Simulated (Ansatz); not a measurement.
HfO2 (fluorite)

```
HfO2
1.0
    0.00000     2.54880     2.54880
    2.54880     0.00000     2.54880
    2.54880     2.54880     0.00000
Hf O
1 2
Direct
  0.00000   0.00000   0.00000
  0.25000   0.25000   0.25000
  0.75000   0.75000   0.75000
```

The slice is a {110} plane (indices of the conventional cell) through the point (0.750, 0.750, 0.750) (fractional), spanned by u = [100] and v = [1 -1 -1] in vectors of this cell: u (3.60 Å) and v (5.10 Å, at 90° to u). It covers one period; positions are fractions (u, v).

These are PBE (plane waves to 420 eV, PAW, scalar-relativistic; Ansatz, an electronic-structure program) values and carry that method's errors. k mesh 11×11×11. These are valence fields of a PAW run, semicore shells included where kept as valence: close to a nucleus they are smooth pseudo fields. HfO2 is run without spin polarisation. HfO2 was relaxed with its symmetry unable to fall. Spin-orbit coupling is left out, though Hf is heavy. This is a high-temperature form of HfO2.

Three fields on this plane, each scaled to ten steps between its own extremes (0 low, 9 high; the total valence density on a logarithmic scale, the potential cut 8 eV below its top; x marks points blanked near nuclei; v = 0 in the bottom row):

Map A
```
|xxxxx83101110138xxxx|
|xxxxx51134543115xxxx|
|xxxx7225xxxxx5227xxx|
|xxx8325xxxxxxx4238xx|
|876313xxxxxxxxx31367|
|222114xxxxxxxxx41122|
|111015xxxxxxxxx51011|
|222114xxxxxxxxx41122|
|876313xxxxxxxxx31367|
|xxx8324xxxxxxx5238xx|
|xxxx7225xxxxx5227xxx|
|xxxxx51134543115xxxx|
|xxxxx83101110138xxxx|
|xxxxx94100000149xxxx|
|xxxxx95100000159xxxx|
|xxxxx85100000158xxxx|
|xxxx9741000001479xxx|
|xxx975210000012579xx|
|87754210000000124577|
|22221100000000011222|
|11100000000000000011|
|22221100000000011222|
|87754210000000124577|
|xxx975210000012579xx|
|xxxx9741000001479xxx|
|xxxxx85100000158xxxx|
|xxxxx95100000159xxxx|
|xxxxx94100000149xxxx|
```

Map B
```
|xxxxx42000000024xxxx|
|xxxxx10000000001xxxx|
|xxxx2000xxxxx0001xxx|
|xxx3000xxxxxxx0003xx|
|775200xxxxxxxxx00256|
|875100xxxxxxxxx00157|
|875100xxxxxxxxx00157|
|875100xxxxxxxxx00157|
|765200xxxxxxxxx00257|
|xxx3000xxxxxxx0003xx|
|xxxx1000xxxxx0002xxx|
|xxxxx10000000001xxxx|
|xxxxx42000000024xxxx|
|xxxxx65320012456xxxx|
|xxxxx77655455677xxxx|
|xxxxx89877777898xxxx|
|xxxx8999988899998xxx|
|xxx899999999999997xx|
|77889999999999999887|
|88899999999999999988|
|88899999999999999988|
|88899999999999999988|
|77889999999999999887|
|xxx799999999999998xx|
|xxxx8999988899998xxx|
|xxxxx89877777898xxxx|
|xxxxx77655455677xxxx|
|xxxxx65421002356xxxx|
```

Map C
```
|xxxxx76666666667xxxx|
|xxxxx77789998777xxxx|
|xxxx8789xxxxx9878xxx|
|xxx8789xxxxxxx9878xx|
|777779xxxxxxxxx97777|
|666679xxxxxxxxx97666|
|555579xxxxxxxxx97555|
|666679xxxxxxxxx97666|
|777779xxxxxxxxx97777|
|xxx8789xxxxxxx9878xx|
|xxxx8789xxxxx9878xxx|
|xxxxx77789998777xxxx|
|xxxxx76666666667xxxx|
|xxxxx76544444567xxxx|
|xxxxx75433333457xxxx|
|xxxxx65432223456xxxx|
|xxxx7643211123467xxx|
|xxx765321111123567xx|
|77665422100012245667|
|66554321000001234556|
|55543221000001223455|
|66554321000001234556|
|77665422100012245667|
|xxx765321111123567xx|
|xxxx7643211123467xxx|
|xxxxx65432223456xxxx|
|xxxxx75433333457xxxx|
|xxxxx76544444567xxxx|
```

Assign the maps to these fields: electron localisation function (ELF); valence electron density; electrostatic potential energy of an electron, from the cell's mean.

A is the electron localisation function (ELF); B is the electrostatic potential energy of an electron, from the cell's mean; C is the valence electron density.
